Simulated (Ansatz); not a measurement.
The start is a relaxed Li cell displaced along its unstable phonon at q = (½, 0, 0) of its primitive reciprocal cell (132i cm⁻¹), largest move 0.15 Å. A full variable-cell relaxation at zero pressure is run with PBEsol (plane waves to 420 eV, PAW, scalar-relativistic; Ansatz, a program for electronic structure). The first steps use a coarse 13×13×12 k-mesh.

Starting cell:
```yaml
crystal:
  lattice:
    - [5.87402, 0.00000, 0.00000]
    - [-1.46850, 2.54352, 0.00000]
    - [0.00000, 0.00000, 2.71036]
  atoms:
    - { symbol: Li, position: [0.00000, 0.00000, 0.94466] }
    - { symbol: Li, position: [0.50000, 0.00000, 0.05534] }
```

Task: Which atoms feel the largest initial force, and how large is it?

Result: 0.06 eV/Å, on Li1, Li2 (atoms numbered as listed).

Task: By how much does the energy per atom fall from start to end?

Result: 0.06 eV/atom.

Task: Does it find its way back to the structure it was made from?

Result: It does not go back: it reaches I4/mmm (No. 139), 0.07 eV/atom below the parent.

Task: How do the shortest distances between atoms change?

Result: The closest pairs of elements (up to four, under 3.6 Å), start → end: Li–Li 2.71 → 3.05 Å.

Task: Write out the relaxed structure.

Result: 
Space group I4/mmm (No. 139); a = 3.0770 Å, b = 3.0770 Å, c = 4.2714 Å, α = 90.00°, β = 90.00°, γ = 90.00°

```json
[
 {"atom": "Li", "site": "2a", "symmetry": "4/mmm", "x": "0.0000", "y": "0.0000", "z": "0.0000"}
]
```
(The calculation used a cell of 1 atom; values per cell refer to that cell.)

Final values are on a 21×21×21 k-mesh of the relaxed cell. No spin polarisation in the result.

The run could not lose the symmetry of its start: the end is stationary, and may be a saddle point rather than a minimum.

The relaxed structure here is a generated cell of Li: the first start was made by placing the elements on the sites of a structure type, and the end was not matched to a known phase here, so it may be hypothetical. Known forms of Li include space group No. 229.
